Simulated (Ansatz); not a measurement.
Here is the system:

La:
Space group P6₃/mmc (No. 194); a = 3.7748 Å, b = 3.7748 Å, c = 12.0627 Å, α = 90.00°, β = 90.00°, γ = 120.00°

```tsv
atom	site	symmetry	x	y	z
La	2a	-3m.	0.0000	0.0000	0.0000
La	2c	-6m2	0.3333	0.6667	0.2500
```

This is the r²SCAN-relaxed structure.

Task: All from plane-wave PAW r²SCAN (Ansatz code), unless another level is named. Predict the Hill bulk and shear moduli.

Result: 23.2 and 13.7 GPa.

Task: And the highest zone-centre frequency?

Result: 8.4 meV.

Space group P6_3/mmc (dhcp (α-La type)). The cell was relaxed with r²SCAN under the symmetry of its start. As this level gives no gap, shear constants depend on the k-mesh and smearing (Fermi–Dirac, 0.1 eV here). Axis ratios of metals converge slowly with the k-mesh, so a and c are less sure than the volume. Spin–orbit coupling is left out wherever it is not named.

Potentials: the earlier of the program's two PAW sets.
